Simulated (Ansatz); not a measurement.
Elastic constants of LiF (Fm-3m), step by step

```
CELL_PARAMETERS angstrom
0.00000 1.95447 1.95447
1.95447 0.00000 1.95447
1.95447 1.95447 0.00000
ATOMIC_POSITIONS crystal
Li 0.00000 0.00000 0.00000
F 0.50000 0.50000 0.50000
```

Computed, not measured; unless marked otherwise by LDA, all-electron LAPW in Ansatz 0.2.0, scalar-relativistic. k mesh 10×10×10, fixed occupations, basis error target 1 meV/atom. The cell was relaxed by PAW under this functional, which moved its volume by -9 % from the database entry's.

The cell is cubic and carries a residual pressure of 0.09 GPa at this level. Each strain component that symmetry leaves independent is applied at ±0.008, the ions relax wherever a strain frees them, and the stress (tension positive, GPa) is read. Shears are engineering strains, γ = 2ε.

```json
{"strain": "xx", "size": "-0.008", "σxx": "-1.4293", "σyy": "-0.5020", "σzz": "-0.5020", "σyz": "0.0000", "σxz": "0.0000", "σxy": "0.0000"}
{"strain": "xx", "size": "+0.008", "σxx": "1.1280", "σyy": "0.3116", "σzz": "0.3116", "σyz": "0.0000", "σxz": "0.0000", "σxy": "0.0000"}
{"strain": "yz", "size": "-0.008", "σxx": "-0.0850", "σyy": "-0.0925", "σzz": "-0.0925", "σyz": "-0.5497", "σxz": "0.0000", "σxy": "0.0000"}
{"strain": "yz", "size": "+0.008", "σxx": "-0.0850", "σyy": "-0.0925", "σzz": "-0.0925", "σyz": "0.5497", "σxz": "0.0000", "σxy": "0.0000"}
```

A central difference gives one constant, for example C11 ≈ (1.1280 − (-1.4293))/(0.016) = 159.8 GPa; the program then imposes the crystal's symmetry on the whole matrix.

Q: What are the independent elastic constants?

A: C11 = 159.8, C12 = 50.8, C44 = 68.7 GPa.

Q: Do they meet the Born conditions?

A: C11 − C12 = 109.0, C11 + 2C12 = 261.5 and C44 = 68.7 GPa must all be positive, so the crystal is elastically stable; that says nothing yet of its phonons.

Q: What moduli does a random aggregate of grains have?

A: B = (C11 + 2C12)/3 = 87.2 GPa. G_V = (C11 − C12 + 3C44)/5 = 63.0 and G_R = 5(C11 − C12)C44/(4C44 + 3(C11 − C12)) = 62.2, so G_H = 62.6 GPa. Then E = 9BG/(3B + G) = 151.6 GPa, ν = (3B − 2G)/(6B + 2G) = 0.210 and B/G = 1.39, on the brittle side of Pugh's 1.75 (a rule of thumb, made for metals; it doesn't predict ductility here).

Q: With the density of 2.885 g/cm³, how fast does sound travel, and what Debye temperature follows?

A: 

| direction | slow (m/s) | middle (m/s) | fast (m/s) |
| --- | --- | --- | --- |
| [100] | 4881 | 4881 | 7444 |
| [110] | 4346 | 4881 | 7768 |
| [111] | 4531 | 4531 | 7873 |

The mean of v⁻³ over directions and branches gives v_m = 5144 m/s and θ_D = (ħ/k_B) v_m (6π²n)^(1/3) = 784 K, n being atoms per volume. Young's modulus spans 135 to 163 GPa over directions, and the universal anisotropy index is 0.06.

Q: How far do the constants move if PAW replaces LAPW in the same cell?

A: 

```tsv
constant	LAPW (GPa)	PAW (GPa)	difference
C11	159.8	158.5	-1.3
C12	50.8	51.2	0.4
C44	68.7	68.9	0.2
```

Q: How do the constants change if the ions are clamped to the homogeneous strain?

A: None moves by more than 0.3 GPa: by symmetry a homogeneous strain puts no force on these sites.

Q: What happens at 30 GPa (cell relaxed there)?

A: The volume falls to 0.8048 of its value, and C11 = 409.3, C12 = 99.6, C44 = 94.0 GPa (slopes of the stress), in this structure whether or not another phase takes over.

Caveats: the frozen-core PAW files of the compared runs were fitted under PBE, their cores solved anew for this functional.
